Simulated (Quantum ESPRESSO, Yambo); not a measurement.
## NaCl at -0.7 % isotropic strain: DFT and GW levels

```
CELL_PARAMETERS angstrom
      0.00000     2.78217     2.78217
      2.78217     0.00000     2.78217
      2.78217     2.78217     0.00000
ATOMIC_POSITIONS crystal
  Na 0.00000 0.00000 0.00000
  Cl 0.50000 0.50000 0.50000
```

The PBEsol cell relaxed from Materials Project entry mp-22862 was given an isotropic strain of -0.7 % on all lattice vectors, and the atoms were relaxed again.

Starting point: PBEsol (Quantum ESPRESSO, PseudoDojo norm-conserving, 88 Ry, without SOC). G0W0 in Yambo: 4×4×4 Γ-centred k mesh, bands 2 to 98 and a 10 Ry block in the screening, 98 bands in G with the Bruneval-Gonze terminator, plasmon pole fitted at 27.2 eV.

```json
{
  "PBEsol gap along the band path": "5.09 eV",
  "PBEsol gap between the mesh's edge points (Γ → Γ)": "5.09 eV",
  "G0W0 gap between the same points": "8.20 eV"
}
```

```tsv
k point	band	E PBEsol (eV)	E QP (eV)	shift (eV)	Z
Γ	VB	0.00	-2.19	-2.19	0.81
Γ	CB	5.09	6.01	0.92	0.87
L	VB	-0.29	-2.52	-2.23	0.81
L	CB	7.13	8.18	1.05	0.87
W	VB	-0.82	-3.09	-2.26	0.81
W	CB	8.88	10.17	1.29	0.86
```

Energies count from the PBEsol valence-band maximum.

Convergence of the G0W0 settings was not tested.
